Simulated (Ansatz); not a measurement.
Input:

Mg$_{2}$P$_{2}$O$_{7}$:
```
CELL_PARAMETERS angstrom
      3.23117     4.14411     0.00000
     -3.23117     4.14411     0.00000
     -1.06424     0.00000     4.37946
ATOMIC_POSITIONS crystal
  Mg 0.31211 0.31211 0.50000
  Mg 0.68789 0.68789 0.50000
  P  0.78015 0.21985 0.09345
  P  0.21985 0.78015 0.90655
  O  0.62119 0.07409 0.27970
  O  0.37881 0.92591 0.72030
  O  0.07409 0.62119 0.72030
  O  0.92591 0.37881 0.27970
  O  0.00000 0.00000 0.00000
  O  0.61891 0.38109 0.78690
  O  0.38109 0.61891 0.21310
```

This is the r²SCAN-relaxed structure. Tensor components refer to the Cartesian frame of this cell.

Task: All from DFT-r²SCAN in the program Ansatz with PAW potentials, unless another level is named. Predict the band gap.

Result: 6.33 eV (indirect).

Task: Predict the electron effective mass.

Result: 0.45, 0.45, 0.49 mₑ (principal values).

Task: And the valence-band maximum?

Result: at A (k = 0.000, 0.000, 0.500 in fractions of the reciprocal vectors).

Space group C2/m. The workflow started from a Materials Project entry (that database holds measured and hypothetical structures alike); the Crystallography Open Database files this formula in space group No. 12, but the cells were not matched. Its standing as an ambient phase is unchecked. The r²SCAN relaxation kept the symmetry of its start; whether a distortion lowers the energy is not shown.

Potentials: the later of the program's two PAW sets.
